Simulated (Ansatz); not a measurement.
SnSe:
```
SnSe
1.0
   11.51299     0.00000     0.00000
    0.00000     4.17432     0.00000
    0.00000     0.00000     4.37175
Sn Se
4 4
Direct
  0.61868   0.75000   0.40737
  0.38132   0.25000   0.59263
  0.88132   0.25000   0.90737
  0.11868   0.75000   0.09263
  0.14265   0.25000   0.52278
  0.85735   0.75000   0.47722
  0.35735   0.75000   0.02278
  0.64265   0.25000   0.97722
```

Relaxed with PBE+D3(BJ). Special points in fractions of this cell's reciprocal vectors: Γ (0.000, 0.000, 0.000); X (0.500, 0.000, 0.000); S (0.500, 0.500, 0.000); Y (0.000, 0.500, 0.000); Z (0.000, 0.000, 0.500); U (0.500, 0.000, 0.500); R (0.500, 0.500, 0.500); T (0.000, 0.500, 0.500).

Question: List the band energies nearest the valence-band maximum at these points for DFT-PBE+D3(BJ) in the program Ansatz with PAW potentials.

Answer: In eV from the valence-band maximum; about four levels below and three above (degenerate sets whole), none deeper than 8.9 eV; points with the same levels are listed once.

| k | below | above |
|---|---|---|
| Γ | -1.68 -1.39 -0.76 -0.63 | 0.51 2.97 3.12 |
| X | -1.98 -1.98 -0.64 -0.64 | 2.52 2.52 2.75 2.75 |
| S | -0.94 -0.94 -0.94 -0.94 | 1.37 1.37 1.37 1.37 |
| Y | -1.04 -1.04 -0.67 -0.67 | 0.90 0.90 1.35 1.35 |
| Z | -0.81 -0.81 -0.30 -0.30 | 1.18 1.18 1.40 1.40 |
| U | -0.49 -0.49 -0.27 -0.27 | 1.11 1.11 1.46 1.46 |
| R | -1.66 -1.66 -1.66 -1.66 | 2.38 2.38 2.38 2.38 |
| T | -2.40 -2.40 -1.58 -1.58 | 2.57 2.57 2.99 2.99 |

Space group Pnma. The cell was relaxed with PBE+D3(BJ) under the symmetry of its start. Scalar-relativistic: spin–orbit coupling is off unless named, which matters more the heavier the elements.

Potentials: the later of the program's two PAW sets.
